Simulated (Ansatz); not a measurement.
BiSe:
```xyz
2
Lattice="0.0000 3.0079 3.0079 3.0079 0.0000 3.0079 3.0079 3.0079 0.0000" Properties=species:S:1:pos:R:3 pbc="T T T"
Bi     0.0000     0.0000     0.0000
Se     3.0079     3.0079     3.0079
```

Relaxed with LDA. Special points in fractions of this cell's reciprocal vectors: Γ (0.000, 0.000, 0.000); X (0.500, 0.000, 0.500); U (0.625, 0.250, 0.625); K (0.375, 0.375, 0.750); L (0.500, 0.500, 0.500); W (0.500, 0.250, 0.750).

### Question
List the band energies nearest the Fermi level at these points for LDA (plane waves, PAW; program Ansatz).

### Answer
In eV from the Fermi level; about four levels below and three above (degenerate sets whole), none deeper than 8.9 eV; points with the same levels are listed once.

| k | below | above |
|---|---|---|
| Γ | -8.85 -3.09 -3.09 -3.09 | 2.71 2.71 2.71 |
| X | -6.50 -4.64 -4.64 | 2.41 3.91 3.91 |
| U | -6.08 -4.09 -3.96 | 1.94 2.26 4.18 |
| L | -1.59 -1.38 -0.35 -0.35 | 7.54 8.94 9.22 9.22 |
| W | -5.72 -5.72 -2.02 -0.11 | 3.75 3.75 6.17 6.17 |

Space group Fm-3m (rock salt). The first step of the workflow began from a Materials Project structure, measured or hypothetical; the Crystallography Open Database files this formula in space group No. 225, but the cells were not matched. Whether it is the stable phase at ambient conditions was not checked. Symmetry was held in the LDA relaxation. At this level the phase is mechanically unstable. With an odd number of electrons in the cell and no spin polarisation, the count alone makes it a metal. Scalar-relativistic: spin–orbit coupling is off unless named, which matters more the heavier the elements.

Potentials: the later of the program's two PAW sets.
